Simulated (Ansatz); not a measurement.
The calculation used Ansatz, DFT PBE, scalar-relativistic, plane waves, PAW. All cells share a 420 eV cutoff and Γ-centred k meshes spaced at most about 0.3 Å⁻¹ (about 0.25 or finer for metals, 2π included). No spin polarisation in the final relaxations.

All energies are static (0 K, no zero-point motion).

Compare these two cells of Ga2Te3Pd, each relaxed at this level.

A.

```yaml
crystal:
  lattice:
    - [7.20431, 0.00000, 0.00000]
    - [-3.60216, 6.23912, 0.00000]
    - [0.00000, 0.00000, 3.91992]
  atoms:
    - { symbol: Ga, position: [0.00000, 0.00000, 0.00000] }
    - { symbol: Ga, position: [0.66667, 0.33333, 0.50000] }
    - { symbol: Te, position: [0.49163, 0.50837, 0.00000] }
    - { symbol: Te, position: [0.49163, 0.98325, 0.00000] }
    - { symbol: Te, position: [0.01675, 0.50837, 0.00000] }
    - { symbol: Pd, position: [0.33333, 0.66667, 0.50000] }
```

B.

```yaml
crystal:
  lattice:
    - [3.83403, 2.21358, 3.25092]
    - [-3.83403, 2.21358, 3.25092]
    - [0.00000, -4.42716, 3.25092]
  atoms:
    - { symbol: Ga, position: [0.64304, 0.64304, 0.64304] }
    - { symbol: Ga, position: [0.35696, 0.35696, 0.35696] }
    - { symbol: Te, position: [0.00000, 0.50000, 0.00000] }
    - { symbol: Te, position: [0.50000, 0.00000, 0.00000] }
    - { symbol: Te, position: [0.00000, 0.00000, 0.50000] }
    - { symbol: Pd, position: [0.00000, 0.00000, 0.00000] }
```

Problem. Which form is favoured at zero pressure, and by what margin per atom?

Solution. B is lower, by 90 meV/atom. A has space group P-6m2 (No. 187), 29.4 Å³/atom and no gap on its mesh; B has space group R-3m (No. 166), 27.6 Å³/atom and no gap. Counting Te atoms around Ga and Pd (those within 1.25 times the shortest such distance or 1.15 times the sum of covalent radii, 1.27 where that leaves under three; the shortest distance is added where it exceeds 1.18 times the sum of covalent radii; a slash parts the counts of unlike sites), A has Ga 6/6 from 3.6 Å, Pd 6 and B has Ga 3, Pd 6. The denser one is the lower, and pressure would at first widen the difference. Both come from invented guesses.

Spin–orbit coupling, which can matter for Te, is left out. Cells relaxed within their symmetry can be saddle points.
